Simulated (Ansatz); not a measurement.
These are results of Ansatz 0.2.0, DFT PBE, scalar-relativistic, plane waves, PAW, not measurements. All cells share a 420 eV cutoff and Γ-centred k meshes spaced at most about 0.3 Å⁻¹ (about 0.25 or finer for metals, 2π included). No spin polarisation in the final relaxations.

Temperature and zero-point effects are left out.

Two forms of La3Y2F were relaxed alike.

1.

```
La Y F
1.0
     4.82487    0.00000    0.00000
    -2.41243    4.17846    0.00000
     0.00000    0.00000   12.30842
La Y F
3 2 1
Direct
  0.00000 0.00000 0.29552
  0.00000 0.00000 0.70448
  0.00000 0.00000 0.00000
  0.33333 0.66667 0.50000
  0.66667 0.33333 0.50000
  0.00000 0.00000 0.50000
```

2.

```
La Y F
1.0
     6.03476    0.00000    0.00000
    -3.01738    5.22625    0.00000
     0.00000    0.00000    6.12563
La Y F
3 2 1
Cartesian
  0.0000 0.0000 0.0000
  0.0000 3.4842 0.0000
  3.0174 1.7421 0.0000
  0.0000 3.4842 3.0628
  3.0174 1.7421 3.0628
  0.0000 0.0000 3.0628
```

Question: Which form is favoured at zero pressure, and by what margin per atom?

Answer: Cell 2 is lower, by 0.37 eV/atom. Cell 1 has space group P6/mmm (No. 191), 41.4 Å³/atom and no gap on its mesh; cell 2 has space group P6/mmm (No. 191), 32.2 Å³/atom and no gap. Counting La or Y atoms around F (for each partner element, those within 1.25 times its shortest distance or 1.15 times the sum of covalent radii, where it is the nearest in units of that sum or under 1.3; a plus sign parts groups by distance over the sum of covalent radii), cell 1 has F 2+6 and cell 2 has F 2. The denser one is the lower, and pressure would at first widen the difference. Both come from invented guesses. A third cell relaxed alike, in P4/mmm, lies 0.49 eV/atom below the lower of the two.

A magnetic state wasn't ruled out in cells without spin, among them P6/mmm at 41.4 Å³/atom, P6/mmm at 32.2 Å³/atom. Cells relaxed within their symmetry can be saddle points.
